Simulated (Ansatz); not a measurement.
Fe₃Ge₂ in space group P-3m1 (No. 164; Fe on 2d, Fe on 1a, Ge on 2d) under volume change, PBEsol (plane waves, PAW; program Ansatz), shape and atoms relaxed at each volume.

```json
[
 {"V (Å³/atom)": "11.785", "E − E(relaxed) (meV/atom)": "56.7", "P (GPa)": "17.80"},
 {"V (Å³/atom)": "12.174", "E − E(relaxed) (meV/atom)": "23.3", "P (GPa)": "10.08"},
 {"V (Å³/atom)": "12.562", "E − E(relaxed) (meV/atom)": "5.4", "P (GPa)": "4.71"},
 {"V (Å³/atom)": "12.951", "E − E(relaxed) (meV/atom)": "0.0", "P (GPa)": "0.00"},
 {"V (Å³/atom)": "13.339", "E − E(relaxed) (meV/atom)": "5.2", "P (GPa)": "-4.11"},
 {"V (Å³/atom)": "13.728", "E − E(relaxed) (meV/atom)": "19.0", "P (GPa)": "-7.19"},
 {"V (Å³/atom)": "14.116", "E − E(relaxed) (meV/atom)": "40.0", "P (GPa)": "-10.17"}
]
```

Question: What does a third-order Birch–Murnaghan fit give for V₀, B₀ and B′?

Answer: V₀ = 12.94 Å³/atom, B₀ = 146 GPa, B′ = 5.5.

The workflow started from a Materials Project entry (that database holds measured and hypothetical structures alike); the Crystallography Open Database copy checked does not list it. Whether it is the stable phase at ambient conditions was not checked. The PBEsol relaxation kept the symmetry of its start, as lowered by the spin order; its stability against distortions is not shown here. The final state is antiferromagnetic, chosen from 5 collinear starts compared on coarse meshes (ties went to the first, and starts can fall back to one state), not a proven ground state.

Potentials: the later of the program's two PAW sets.
